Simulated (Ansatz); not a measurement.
ScAl$_{3}$:
```yaml
crystal:
  lattice:
    - [4.08553, 0.00000, 0.00000]
    - [0.00000, 4.08553, 0.00000]
    - [0.00000, 0.00000, 4.08553]
  atoms:
    - { symbol: Al, position: [0.00000, 0.50000, 0.50000] }
    - { symbol: Al, position: [0.50000, 0.50000, 0.00000] }
    - { symbol: Al, position: [0.50000, 0.00000, 0.50000] }
    - { symbol: Sc, position: [0.00000, 0.00000, 0.00000] }
```

Relaxed with r²SCAN. Special points in fractions of this cell's reciprocal vectors: Γ (0.000, 0.000, 0.000); X (0.000, 0.500, 0.000); M (0.500, 0.500, 0.000); R (0.500, 0.500, 0.500).

Problem. List the band energies nearest the Fermi level at these points for r²SCAN in the plane-wave PAW code Ansatz.

Solution. In eV from the Fermi level; about four levels below and three above (degenerate sets whole), none deeper than 8.9 eV; points with the same levels are listed once.

| k | below | above |
|---|---|---|
| Γ | -2.73 -2.73 -2.03 -2.03 -2.03 | 1.31 1.40 1.40 1.40 |
| X | -7.80 -1.87 -1.87 -1.60 | 0.96 0.96 1.18 |
| M | -6.01 -6.01 -4.71 -0.58 -0.58 | 1.19 1.50 2.30 |
| R | -4.85 -3.30 -3.30 -3.30 | 1.06 2.88 2.88 |

Space group Pm-3m (Cu3Au type). The r²SCAN relaxation kept the symmetry of its start; of distortions, only those at the zone centre were tested. No spin polarisation was allowed.

Potentials: the later of the program's two PAW sets.
